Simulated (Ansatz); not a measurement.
Before relaxation, 1 HF a cell, upright, over a bridge Zn-Zn site (Zn, P6_3/mmc (No. 194), (1 0 0) face):

```
CELL_PARAMETERS angstrom
5.23551 0.00000 0.00000
0.00000 4.80358 0.00000
0.00000 0.00000 24.21986
ATOMIC_POSITIONS crystal
Zn 0.50000 0.75000 0.33031
Zn 0.00000 0.75000 0.33031
Zn 0.75000 0.25000 0.36151
Zn 0.25000 0.25000 0.36151
Zn 0.75000 0.75000 0.42391
Zn 0.25000 0.75000 0.42391
Zn 0.00000 0.25000 0.45592
Zn 0.50000 0.25000 0.45592
Zn 0.00000 0.75000 0.53981
Zn 0.50000 0.75000 0.53981
Zn 0.25000 0.25000 0.55124
Zn 0.75000 0.25000 0.55124
F 0.75000 0.75000 0.63217
H 0.75000 0.75000 0.67057
```

Computed with DFT PBE+D3(BJ), scalar-relativistic, plane waves, PAW in Ansatz 0.2.0. Settings: cutoff 420 eV, Γ-centred mesh 4×4×1 on the computed 14-atom cell, Gaussian smearing of 0.10 eV; no spin polarisation. A dipole correction removes the field between periodic images along c.

Atoms 1, 2, 3, 4, 5, 6 (counted from 1) are held. The cell is fixed. Force threshold 0.04 eV/Å.

(1) Where does it end?

The end is the local minimum or symmetric point that this start leads to. The slab is only 5.3 Å thick, so the energy isn't converged with thickness.

## Answers

(1) The energy falls by 0.323 eV in 8 steps, to:

```yaml
crystal:
  lattice:
    - [5.23551, 0.00000, 0.00000]
    - [0.00000, 4.80358, 0.00000]
    - [0.00000, 0.00000, 24.21986]
  atoms:
    - { symbol: Zn, position: [0.50000, 0.75000, 0.33031] }
    - { symbol: Zn, position: [0.00000, 0.75000, 0.33031] }
    - { symbol: Zn, position: [0.75000, 0.25000, 0.36151] }
    - { symbol: Zn, position: [0.25000, 0.25000, 0.36151] }
    - { symbol: Zn, position: [0.75000, 0.75000, 0.42391] }
    - { symbol: Zn, position: [0.25000, 0.75000, 0.42391] }
    - { symbol: Zn, position: [0.00010, 0.25000, 0.45599] }
    - { symbol: Zn, position: [0.49990, 0.25000, 0.45599] }
    - { symbol: Zn, position: [0.00005, 0.75000, 0.53970] }
    - { symbol: Zn, position: [0.49995, 0.75000, 0.53970] }
    - { symbol: Zn, position: [0.25000, 0.25000, 0.55120] }
    - { symbol: Zn, position: [0.75000, 0.25000, 0.55125] }
    - { symbol: F, position: [0.75000, 0.75000, 0.67518] }
    - { symbol: H, position: [0.75000, 0.75000, 0.71364] }
```

Cost: 1 run of about 8.3 core-minutes, on Arm Neoverse V2 (shared hosts).